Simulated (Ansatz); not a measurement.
# Magnetic orders of ZnNi

Theory: DFT PBEsol, scalar-relativistic, plane waves, PAW in Ansatz.

```
CELL_PARAMETERS angstrom
2.75418 0.00000 0.00000
0.00000 2.75418 0.00000
0.00000 0.00000 3.21400
ATOMIC_POSITIONS crystal
Zn 0.50000 0.50000 0.50000
Ni 0.00000 0.00000 0.00000
```

```
plane-wave cutoff                               : 420 eV
Γ-centred k-mesh                                : 16×16×14
occupation rule                                 : Gaussian smearing, 0.1 eV
list of starting moments (μB, in atom order)    : 0 3.5
check for lower electronic states after the SCF : off
```

All runs keep this geometry, which isn't relaxed for the lowest state (largest force there 0.000 eV/Å, pressure -9.1 GPa) and needn't be a stable compound; relaxing each order can shift differences of a few meV. A propagation vector, in units of the reciprocal vectors, doubles the cell, which takes an equally dense mesh. Site moments are spin moments in atom-centred spheres that scale with the neighbour distance. The states are those that the runs reached from these starts; a lower one can exist.

| start | ends | energy above lowest (meV/atom) | site moments (μB) | gap on mesh (eV) | P (GPa) |
| --- | --- | --- | --- | --- | --- |
| no spin | non-magnetic | 0.00 | none over 0.05 | metal | -9.1 |
| large parallel starting moments | non-magnetic | 0.00 | none over 0.05 | metal | -9.1 |
| antiferromagnetic, doubled cell, propagation vector (0, 0, 1/2) | non-magnetic | 0.00 | none over 0.05 | metal | -9.1 |

Cost: 3 runs of about 2 core-minutes in all, on Arm Neoverse V1 (shared hosts).